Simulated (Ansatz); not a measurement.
Ir (fcc (Cu type), Fm-3m), a = b = c = 3.844 Å, α = β = γ = 90.00°; the cell used has 1 atom.

Relaxed with the program Ansatz at the r²SCAN level (PAW). Indices refer to the conventional cell of Fm-3m, a = b = c = 3.844 Å, α = β = γ = 90.00°.

Problem. Simulate the powder diffraction pattern (Co Kα, λ = 1.79026 Å; lines above 1 %) up to 2θ = 90°.

Solution. Simulated powder pattern, Co Kα, λ = 1.79026 Å (kinematic, ideal powder, no thermal factors, no anomalous dispersion; the 30 strongest lines at most, above 1 %, up to 2θ = 90°):

```tsv
2θ (°)	d (Å)	I/Imax (%)	hkl
47.57	2.219	100	(111)
55.51	1.922	49	(200)
82.39	1.359	34	(220)
```

Symmetry was held in the r²SCAN relaxation. The run is not spin-polarised. Scalar-relativistic: spin–orbit coupling is off unless named, which matters more the heavier the elements.

Potentials: the later of the program's two PAW sets.
